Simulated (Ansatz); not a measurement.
FeBiO$_{3}$:
```
CELL_PARAMETERS angstrom
      3.79324     0.00000     0.00000
      0.00000     3.79324     0.00000
      0.00000     0.00000     3.79324
ATOMIC_POSITIONS crystal
  Fe 0.50000 0.50000 0.50000
  O  0.50000 0.50000 0.00000
  O  0.00000 0.50000 0.50000
  O  0.50000 0.00000 0.50000
  Bi 0.00000 0.00000 0.00000
```
Starting moments (μB, in the order of the atoms Fe O O O Bi): 2.3 0.1 0.1 0.1 0.0.

Relaxed with PBEsol. Special points in fractions of this cell's reciprocal vectors: Γ (0.000, 0.000, 0.000); X (0.000, 0.500, 0.000); M (0.500, 0.500, 0.000); R (0.500, 0.500, 0.500).

Q: List the band energies nearest the Fermi level at these points for PBEsol (plane waves, PAW; program Ansatz).

A: In eV from the Fermi level; about four levels below and three above (degenerate sets whole), none deeper than 8.9 eV; points with the same levels are listed once.

| k | below | above |
|---|---|---|
| Γ ↑ | -3.27 -3.27 -3.27 -1.90 -1.90 | 4.38 4.38 4.38 |
| X ↑ | -1.90 -1.65 -1.65 -0.61 | 0.48 2.94 2.94 |
| M ↑ | -1.46 -1.46 -1.02 -0.91 | 1.20 2.27 2.27 |
| R ↑ | -2.44 -2.44 -2.44 -1.90 -1.90 -1.90 | 2.50 2.50 3.97 3.97 3.97 |
| Γ ↓ | -3.18 -3.18 -3.18 -1.05 -1.05 -1.05 | 0.47 0.47 4.44 4.44 4.44 |
| X ↓ | -3.01 -3.01 -2.47 -1.04 -0.54 | 0.41 0.41 0.47 |
| M ↓ | -4.92 -4.92 -4.44 -2.20 | 0.48 0.48 0.93 |
| R ↓ | -6.36 -6.36 -2.25 -2.25 -2.25 | 0.35 0.35 0.35 |

Space group Pm-3m (cubic perovskite). The workflow started from an entry of the Crystallography Open Database (COD); the relaxed space group is not among those it files for this formula. It is not the phase usual at ambient conditions (space group No. 161). Symmetry was held in the PBEsol relaxation; its stability against distortions is not shown here. The final state is ferromagnetic, chosen from 4 collinear starts compared on coarse meshes (ties went to the first, and starts can fall back to one state), not a proven ground state. No Hubbard U is applied. The compound may be a true metal, but semilocal functionals without U, or a wrong spin order, can also close a gap. Spin–orbit coupling is left out wherever it is not named.

Potentials: the later of the program's two PAW sets.
